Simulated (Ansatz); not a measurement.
BaZrO3 (cubic perovskite)

```yaml
crystal:
  lattice:
    - [4.22721, 0.00000, 0.00000]
    - [0.00000, 4.22721, 0.00000]
    - [0.00000, 0.00000, 4.22721]
  atoms:
    - { symbol: Ba, position: [0.00000, 0.00000, 0.00000] }
    - { symbol: Zr, position: [0.50000, 0.50000, 0.50000] }
    - { symbol: O, position: [0.00000, 0.50000, 0.50000] }
    - { symbol: O, position: [0.50000, 0.50000, 0.00000] }
    - { symbol: O, position: [0.50000, 0.00000, 0.50000] }
```

In this cell atom 3 (O, nearest neighbour Zr at 2.114 Å; its periodic images, 4.2 Å or more away, move with it) is moved by s along Cartesian [110], unit vector (0.707, 0.707, 0.000); all other atoms and the cell stay fixed.

The numbers are results of PBE (plane waves to 420 eV, PAW, scalar-relativistic; Ansatz, an electronic-structure program), not measurements. k mesh 6×6×6 (Γ-centred), Fermi-Dirac smearing 0.05 eV. The energy includes the smearing's −TS. Left out: 4 of 11 points, with atoms too close for the PAW data. BaZrO3 is run without spin polarisation. BaZrO3 was relaxed with its symmetry unable to fall. The zero of ΔE is the undisplaced structure.

The scan covers s from -0.378 to 0.378 Å in 7 points.

Question: Is the energy the same for equal positive and negative displacements?

Answer: Even: the same for both signs. With its periodic images moving along, the atom's site symmetry in this cell is 4/mmm.

Question: What force acts on the atom along the line at s = -0.378 Å?

Answer: 3.08 eV/Å.

Question: What is the force constant k = d²E/ds² of this move at s = 0?

Answer: 6.67 eV/Å².

(A displaced cell: forces are minus the slopes of the energy, force constants its curvatures, and phonons follow from these.)
